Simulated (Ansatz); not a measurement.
SiB$_{2}$Mo$_{2}$:
```
CELL_PARAMETERS angstrom
      3.12723     0.00000     0.00000
     -1.56362     2.70826     0.00000
      0.00000     0.00000     6.62979
ATOMIC_POSITIONS crystal
  Mo 0.33333 0.66667 0.72711
  Mo 0.33333 0.66667 0.27289
  Si 0.00000 0.00000 0.00000
  B  0.00000 0.00000 0.50000
  B  0.66667 0.33333 0.50000
```

Relaxed with PBE (plane waves, PAW; program Ansatz). Indices refer to the conventional cell of P-6m2, a = b = 3.1272 Å, c = 6.6298 Å, α = β = 90.00°, γ = 120.00°.

Simulate the powder diffraction pattern (Ag Kα, λ = 0.560885 Å; lines above 1 %) up to 2θ = 30°.

Simulated powder pattern, Ag Kα, λ = 0.560885 Å (kinematic, ideal powder, no thermal factors, no anomalous dispersion; the 30 strongest lines at most, above 1 %, up to 2θ = 30°):

```csv
2θ (°),d (Å),I/Imax (%),hkl
4.85,6.630,2.1,(0001)
9.71,3.315,25,(0002)
11.89,2.708,69,(1 0 -1 0)
12.84,2.507,6.6,(1 0 -1 1)
14.58,2.210,3.9,(0003)
15.37,2.097,100,(1 0 -1 2)
18.85,1.712,7.7,(1 0 -1 3)
19.48,1.657,8.1,(0004)
20.66,1.564,27,(1 1 -2 0)
22.88,1.414,15,(1 1 -2 2)
22.88,1.414,15,(1 0 -1 4)
23.91,1.354,9.5,(2 0 -2 0)
24.41,1.327,1.1,(2 0 -2 1)
24.42,1.326,1.2,(0005)
25.38,1.276,4.8,(1 1 -2 3)
25.85,1.254,21,(2 0 -2 2)
27.24,1.191,7.8,(1 0 -1 5)
28.11,1.155,2.2,(2 0 -2 3)
28.55,1.137,15,(1 1 -2 4)
```

The start of the workflow was typed in or built on a structure type; neither database checked (COD, Materials Project) lists it. Its standing as an ambient phase is unchecked. The PBE relaxation kept the symmetry of its start; its stability against distortions is not shown here. No spin polarisation was allowed.

Potentials: the earlier of the program's two PAW sets.
